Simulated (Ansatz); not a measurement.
Starting cell, CuI (zinc blende):

```yaml
crystal:
  lattice:
    - [0.00000, 3.01151, 3.01151]
    - [3.01151, 0.00000, 3.01151]
    - [3.01151, 3.01151, 0.00000]
  atoms:
    - { symbol: I, position: [0.75000, 0.75000, 0.75000] }
    - { symbol: Cu, position: [0.00000, 0.00000, 0.00000] }
```

Scan: atom 1 (I, nearest neighbour Cu at 2.608 Å; its periodic images, 4.3 Å or more away, move with it) is displaced along Cartesian [110], direction (0.707, 0.707, 0.000) in Cartesian axes, by s. The other atoms stay.

Calculation: r2SCAN (plane waves to 500 eV, PAW, scalar-relativistic; Ansatz, a program for electronic structure). k mesh 8×8×8 (Γ-centred), Fermi-Dirac smearing 0.05 eV. Energies are smeared free energies. Left out: 2 of 11 points, with atoms too close for the PAW data. CuI is run without spin polarisation. CuI was relaxed with its symmetry unable to fall. Spin-orbit coupling is left out, though I is heavy. ΔE is measured from the undisplaced structure.

```json
[
 {"s (Å)": "-0.624", "ΔE (meV/cell)": "815"},
 {"s (Å)": "-0.468", "ΔE (meV/cell)": "386"},
 {"s (Å)": "-0.312", "ΔE (meV/cell)": "148"},
 {"s (Å)": "-0.156", "ΔE (meV/cell)": "33"},
 {"s (Å)": "0.000", "ΔE (meV/cell)": "0"},
 {"s (Å)": "0.156", "ΔE (meV/cell)": "33"},
 {"s (Å)": "0.312", "ΔE (meV/cell)": "148"},
 {"s (Å)": "0.468", "ΔE (meV/cell)": "386"},
 {"s (Å)": "0.624", "ΔE (meV/cell)": "815"}
]
```

What force constant k = d²E/ds² at s = 0 does the table give?

2.6 eV/Å². It is the second difference of the nearest points, corrected with the next pair.

With k = 2.63 eV/Å² from the forces, is the well harmonic out to s = 0.624 Å?

½ks² = 512 meV/cell against the computed 815 meV/cell, so the well is stiffer than harmonic there.

(For displaced atoms, the force is minus the slope of the energy, and its curvature is a force constant, which sets phonon frequencies.)
